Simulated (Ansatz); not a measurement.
YSi2Pd2:
```
CELL_PARAMETERS angstrom
     -2.06763     2.06763     4.96673
      2.06763    -2.06763     4.96673
      2.06763     2.06763    -4.96673
ATOMIC_POSITIONS crystal
  Y  0.00000 0.00000 0.00000
  Si 0.61695 0.61695 0.00000
  Si 0.38305 0.38305 0.00000
  Pd 0.75000 0.25000 0.50000
  Pd 0.25000 0.75000 0.50000
```

Relaxed with r²SCAN.

Task: Which orbitals make up the states near the Fermi level in DFT-r²SCAN in the program Ansatz with PAW potentials?

Result: Within 0.5 eV of the Fermi level: Pd 4d 31 %, Si 3p 31 %, Y 4d 27 %, outside the projected shells 5 %. Projections are on Löwdin-orthogonalised atomic valence shells; empty p or d shells of many metals are not among them.

Task: Tabulate the density of states.

Result: States/eV per cell of 5 atoms, in 0.25 eV bins, energy from the Fermi level.

| E (eV) | total | Pd 4d | Si 3p | Y 4d |
|---|---|---|---|---|
| -7.85 | 1.77 | 0.55 | 0.26 | 0.10 |
| -7.60 | 0.66 | 0.21 | 0.09 | 0.02 |
| -7.35 | 0.00 | 0.00 | 0.00 | 0.00 |
| -7.10 | 0.00 | 0.00 | 0.00 | 0.00 |
| -6.85 | 0.00 | 0.00 | 0.00 | 0.00 |
| -6.60 | 0.04 | 0.02 | 0.02 | 0.00 |
| -6.35 | 0.60 | 0.32 | 0.23 | 0.03 |
| -6.10 | 2.38 | 1.18 | 0.93 | 0.09 |
| -5.85 | 3.66 | 1.75 | 1.43 | 0.16 |
| -5.60 | 4.32 | 2.38 | 1.49 | 0.15 |
| -5.35 | 4.97 | 3.29 | 1.36 | 0.16 |
| -5.10 | 4.34 | 3.13 | 0.99 | 0.14 |
| -4.85 | 4.61 | 3.29 | 1.08 | 0.14 |
| -4.60 | 6.80 | 5.21 | 1.14 | 0.28 |
| -4.35 | 9.68 | 7.50 | 1.45 | 0.38 |
| -4.10 | 6.52 | 5.12 | 0.87 | 0.24 |
| -3.85 | 6.84 | 5.57 | 0.77 | 0.28 |
| -3.60 | 7.16 | 5.66 | 0.95 | 0.28 |
| -3.35 | 8.37 | 7.20 | 0.70 | 0.23 |
| -3.10 | 7.32 | 6.26 | 0.70 | 0.13 |
| -2.85 | 4.50 | 3.42 | 0.74 | 0.08 |
| -2.60 | 2.55 | 1.83 | 0.49 | 0.07 |
| -2.35 | 1.47 | 0.78 | 0.40 | 0.11 |
| -2.10 | 1.42 | 0.59 | 0.52 | 0.11 |
| -1.85 | 2.91 | 1.10 | 0.91 | 0.51 |
| -1.60 | 2.15 | 0.72 | 0.79 | 0.36 |
| -1.35 | 2.08 | 0.57 | 0.85 | 0.42 |
| -1.10 | 1.96 | 0.61 | 0.72 | 0.40 |
| -0.85 | 2.95 | 1.15 | 1.02 | 0.54 |
| -0.60 | 3.06 | 1.06 | 1.06 | 0.74 |
| -0.35 | 2.91 | 1.13 | 0.85 | 0.70 |
| -0.10 | 2.60 | 0.80 | 0.80 | 0.74 |
| 0.15 | 1.88 | 0.50 | 0.59 | 0.54 |
| 0.40 | 1.74 | 0.40 | 0.56 | 0.53 |
| 0.65 | 1.56 | 0.33 | 0.50 | 0.53 |
| 0.90 | 1.43 | 0.27 | 0.44 | 0.55 |
| 1.15 | 1.38 | 0.23 | 0.42 | 0.55 |
| 1.40 | 1.11 | 0.17 | 0.32 | 0.48 |
| 1.65 | 0.98 | 0.13 | 0.27 | 0.46 |
| 1.90 | 1.32 | 0.14 | 0.28 | 0.72 |
| 2.15 | 1.05 | 0.10 | 0.22 | 0.56 |
| 2.40 | 1.81 | 0.16 | 0.28 | 1.00 |
| 2.65 | 2.20 | 0.18 | 0.34 | 1.15 |
| 2.90 | 2.18 | 0.15 | 0.28 | 1.24 |
| 3.15 | 2.55 | 0.15 | 0.33 | 1.51 |
| 3.40 | 3.45 | 0.19 | 0.46 | 2.01 |
| 3.65 | 4.03 | 0.24 | 0.55 | 2.33 |
| 3.90 | 4.33 | 0.23 | 0.67 | 2.44 |
| 4.15 | 4.93 | 0.25 | 0.88 | 2.80 |
| 4.40 | 4.03 | 0.20 | 0.79 | 2.15 |
| 4.65 | 2.47 | 0.14 | 0.63 | 0.92 |

Space group I4/mmm. The workflow started from a Materials Project entry (that database holds measured and hypothetical structures alike); the Crystallography Open Database files this formula in space group No. 139, but the cells were not matched. Whether it is the stable phase at ambient conditions was not checked. The r²SCAN relaxation kept the symmetry of its start; its stability against distortions is not shown here. The run is not spin-polarised. Scalar-relativistic: spin–orbit coupling is off unless named, which matters more the heavier the elements.

Potentials: the earlier of the program's two PAW sets.
